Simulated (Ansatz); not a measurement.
Relaxed candidate structures of AlN:

A. P6₃/mmc (No. 194), hP4, NiAs type; a = 2.8328 Å, b = 2.8328 Å, c = 4.8410 Å, α = 90.00°, β = 90.00°, γ = 120.00°; Al 2a (0.000, 0.000, 0.000); N 2d (0.667, 0.333, 0.250)

B. F-43m (No. 216), cF8, zinc blende type; a = 4.370 Å, b = 4.370 Å, c = 4.370 Å, α = 90.00°, β = 90.00°, γ = 90.00°; N 4c (0.250, 0.250, 0.250); Al 4a (0.000, 0.000, 0.000)

C. P6₃mc (No. 186), hP8, AFLOW prototype AB_hP8_186_ab_ab (B5, as in SiC); a = b = 3.0972 Å, c = 10.0339 Å, α = β = 90.00°, γ = 120.00°; Al 2b (0.333, 0.667, 0.088); Al 2a (0.000, 0.000, 0.339); N 2a (0.000, 0.000, 0.149); N 2b (0.667, 0.333, 0.399)

Task: Order them by energy per atom (lowest first) at the level r2SCAN (plane waves to 500 eV, PAW, scalar-relativistic; Ansatz, a program for electronic structure).

Result: C (reference), B (+11 meV/atom), A (+328 meV/atom)

Task: Give each candidate's band gap.

Result: No candidate is metallic. A: 5.69 eV (no spin-orbit coupling); B: 3.94 eV (no spin-orbit coupling); C: 4.67 eV (no spin-orbit coupling).

The lowest structure calculated, P6₃mc, hP4, wurtzite type, is not among these; it lies 0.01 eV/atom below the lowest of them.  4 generated cells of layers, chains or molecules, poorly bound without dispersion, are left out. Each run could gain symmetry but not lose that of its start, so entries can be saddle points. From databases, or of a type measured for this composition: F-43m, cF8, zinc blende type; the others are generated cells (placed on structure types, drawn at random, substituted or restacked) that were not matched to a known phase here. Static energies at zero pressure. No spin polarisation in the result.
